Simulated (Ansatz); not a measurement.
# NaCl: what the electron mass says about interband coupling

These are results of Ansatz 0.2.0, DFT PBE, scalar-relativistic, plane waves, PAW, not measurements.

Settings: cutoff 420 eV, Γ-centred mesh 8×8×8 on the computed 2-atom cell, Gaussian smearing of 0.02 eV; no spin polarisation.

Relaxed cell: Fm-3m, a = 5.694 Å, b = 5.694 Å, c = 5.694 Å, α = 90.00°, β = 90.00°, γ = 90.00°, 2 atoms in the primitive cell.

The direct gap at Γ is 4.999 eV, and at Γ the conduction band has a mass of 0.4025 mₑ and the lightest hole 0.6541 mₑ, both along x.

Question: Use two-band k·p theory to get the Kane energy. As an exercise, what mass follows if the true gap is 1.5 times the computed one (semilocal functionals can miss by more, threefold or worse in zinc and cadmium oxides)?

Answer: Coupling to the valence top alone gives mₑ/m* = 1 + E_P/E_g, so E_P = E_g (mₑ/m* − 1) = 4.999 × (2.48 − 1) = 7.4 eV. The light hole is the mirror band, mₑ/mₗₕ = E_P/E_g − 1, and gives 12.6 eV; the spread shows what other bands add. Fits to experiment give about 15 to 31 eV for common tetrahedral semiconductors; the figure from the electron is a net one, lowered by higher conduction bands, and semilocal functionals tend to give less. With E_P fixed and E_g = 7.50 eV the mass becomes 0.503 mₑ: in this model the mass grows with the gap, in proportion where E_P ≫ E_g, which is why functionals that close gaps give light electrons. A correction that opens the gap also strengthens the coupling, so the true mass usually rises less. Remote bands and spin-orbit splitting are left out of the model.

Cost: 3 runs of about 0.56 core-minutes in all, on Intel Xeon Processor @ 2.50GHz (Skylake/Cascade Lake) (shared hosts).